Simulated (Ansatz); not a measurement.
Input:

Nb:
```xyz
3
Lattice="4.8329 0.0000 0.0000 -2.4164 4.1854 0.0000 0.0000 0.0000 2.6463" Properties=species:S:1:pos:R:3 pbc="T T T"
Nb     0.0000     0.0000     0.0000
Nb     2.4164     1.3951     1.3232
Nb     0.0000     2.7903     1.3232
```

This is the PBEsol-relaxed structure. Tensor components refer to the Cartesian frame of this cell.

Q: All from PBEsol (plane waves, PAW; program Ansatz), unless another level is named. Give the highest zone-centre frequency.

A: 198 cm^-1.

Q: Give the bulk modulus (Birch–Murnaghan fit).

A: 175 GPa.

Q: What about the elastic constants (relaxed ions, GPa)?

A: C11 = 265, C12 = 148, C13 = 95.7, C33 = 378, C44 = -2.4.

Space group P6/mmm. The start of the workflow was typed in or built on a structure type; neither database checked (COD, Materials Project) lists it. It is not the phase usual at ambient conditions (space group No. 229). The cell was relaxed with PBEsol under the symmetry of its start. At this level the phase is dynamically unstable (imaginary phonons). No spin polarisation was allowed. As this level gives no gap, shear constants depend on the k-mesh and smearing (Fermi–Dirac, 0.1 eV here). As this level gives no gap, phonon frequencies hold no LO–TO term and depend on the k-mesh and smearing (Fermi–Dirac, 0.1 eV here). On the denser mesh and wider smearing of the elastic run this cell carries a stress of 0.4 GPa.

Potentials: the earlier of the program's two PAW sets. The files were generated under PBE; for other functionals the program regenerates the frozen cores, and for LDA and PBEsol the local potential too.
